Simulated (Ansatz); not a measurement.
**Relaxing a structure of Ag**

The start is a generated cell, Ag built in the diamond structure type. A full variable-cell relaxation at zero pressure is run with PBE (plane waves to 420 eV, PAW, scalar-relativistic; Ansatz, a program for electronic structure). First-step values are on the input's coarse k-mesh.

Ansatz input (later rounds restart from its end on a renewed k-mesh):
Ansatz 0.2 input:
```yaml
crystal:
  lattice:
    - [0, 2.878682, 2.878682]
    - [2.878682, 0, 2.878682]
    - [2.878682, 2.878682, 0]
  atoms:
    - { symbol: Ag, position: [0.25, 0.25, 0.25] }
    - { symbol: Ag, position: [0, 0, 0] }
basis: { ecutwfc: 420, ecutrho_ratio: 4, xc_grid: 2, fft_grid_basis: typed }
kpoints: { mp_grid: { grid: [10, 10, 10] } }
hamiltonian:
  xc: pbe
  dispersion: none
  pseudopotentials: { azcp: { folder: ./paw }, kind: paw }
scf: { occupations: { method: fermi_dirac, width: 0.05 } }
relax: { f_tol: 0.01, max_steps: 100, cell: { stress_tol: 0.02 } }
output: { forces: true, stress: true }
```

**Question.** How large is the pressure on the unrelaxed cell, and of which sign?

**Answer.** +13.5 GPa (positive: the cell is compressed).

**Question.** Is the relaxed structure metallic? Give its gap.

**Answer.** No gap (metallic).

**Question.** Write out the relaxed structure.

**Answer.** 
Space group Fd-3m, origin choice 1 (No. 227); a = b = c = 6.220 Å, α = β = γ = 90.00°

```csv
atom,site,symmetry,x,y,z
Ag,8a,-43m,0.0000,0.0000,0.0000
```
(The calculation used a cell of 2 atoms; values per cell refer to that cell.)

The space group stays Fd-3m (No. 227) (the run could not lower it); the end is diamond type, with 2 atoms in the primitive cell. Final values are on a 13×13×13 k-mesh of the relaxed cell. No spin polarisation in the result.

The run could not lower the symmetry of its start; a shaken copy of this end point relaxes with PBE to Fm-3m (No. 225), 0.78 eV/atom lower.

The relaxed structure here is a generated cell of Ag: the first start was made by placing the elements on the sites of a structure type, and the end was not matched to a known phase here, so it may be hypothetical. Known forms of Ag include space group No. 225.
